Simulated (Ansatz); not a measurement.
H2O on a (100) slab of Si3N4 (P6_3/m (No. 176)), 10 planes, outer planes Si (top) and Si (bottom), its top face closed with OH (H on the anions), its bottom face closed with OH (H on the anions), 1 a cell of 44.4 Å², relaxed and still whole (its atoms last):

```
CELL_PARAMETERS angstrom
5.82262 0.00000 0.00000
0.00000 7.61924 0.00000
0.00000 0.00000 28.48277
ATOMIC_POSITIONS crystal
Si 0.37500 0.52904 0.36014
Si 0.87500 0.52904 0.36014
N 0.12500 0.00000 0.37703
N 0.62500 0.00000 0.37703
N 0.12500 0.63509 0.37781
N 0.62500 0.63509 0.37781
N 0.37500 0.32009 0.38474
N 0.87500 0.32009 0.38474
Si 0.12500 0.20984 0.40047
Si 0.62500 0.20984 0.40047
Si 0.12500 0.81920 0.41392
Si 0.62500 0.81920 0.41392
N 0.37500 0.81500 0.44733
N 0.87500 0.81500 0.44733
N 0.12072 0.19030 0.46144
N 0.62217 0.19062 0.46149
Si 0.37169 0.17934 0.49478
Si 0.87192 0.18038 0.49541
Si 0.37435 0.78571 0.50800
Si 0.87406 0.78646 0.50798
N 0.12357 0.67497 0.52396
N 0.62451 0.67423 0.52403
N 0.37222 0.35828 0.53290
N 0.87347 0.35960 0.53425
N 0.37348 0.99529 0.52959
N 0.87320 0.99569 0.52987
Si 0.12498 0.46786 0.54902
Si 0.62187 0.46635 0.54890
O 0.36096 0.51681 0.30196
O 0.86091 0.51702 0.30195
H 0.51115 0.50563 0.28692
H 0.01104 0.50566 0.28691
H 0.23304 0.98524 0.34916
H 0.73312 0.98530 0.34917
H 0.36352 0.01469 0.56478
H 0.86581 0.01114 0.56528
O 0.15144 0.49210 0.60697
O 0.61187 0.48984 0.60740
H 0.06758 0.59386 0.62045
H 0.44728 0.48955 0.61676
O 0.87123 0.75830 0.63597
H 0.74959 0.66940 0.62897
H 0.85948 0.78182 0.66928
```

All numbers below come from DFT PBE+D3(BJ), scalar-relativistic, plane waves, PAW (Ansatz). Settings: cutoff 420 eV, Γ-centred mesh 3×2×1 on the computed 43-atom cell, Gaussian smearing of 0.05 eV; no spin polarisation. A dipole correction removes the field between periodic images along c.

It binds with 0.60 eV a molecule against the clean slab and the free molecule (no zero-point or thermal terms); its shortest contact is H–O 1.70 Å. Take first-order desorption with no barrier to adsorption, no reaction on the face and an assumed prefactor of 10^13 s⁻¹.

Q: How long does a molecule stay at 400 K?

A: τ = ν⁻¹·exp(E/k_BT) with k_BT = 0.0345 eV: E/k_BT = 17.4, so τ ≈ 4×10^-6 s. At about one hit a site a second (10⁻⁶ mbar) the coverage is near τ × 1 s⁻¹, so a layer needs roughly 3×10^-1 mbar.

Q: Where does its peak lie in a desorption experiment heated at 2 K/s?

A: The peak obeys E/(k_B·T_p²) = (ν/β)·exp(−E/k_BT_p). Solving gives T_p ≈ 223 K (E/k_BT_p = 31.2). An error of 0.1 eV in E moves it by about 37 K, and larger molecules have larger prefactors, which lowers it.

Q: Is this physisorption or chemisorption?

A: The tightest contact, H–O 1.70 Å, is 1.75 times the sum of covalent radii, and deformation and lateral interaction add up to +0.18 eV; under 0.01 e cross the plane between them. It lies between the two: closer or more distorted than a van der Waals contact, longer than a covalent bond.

The molecule may also break up before it leaves, which wasn't tried.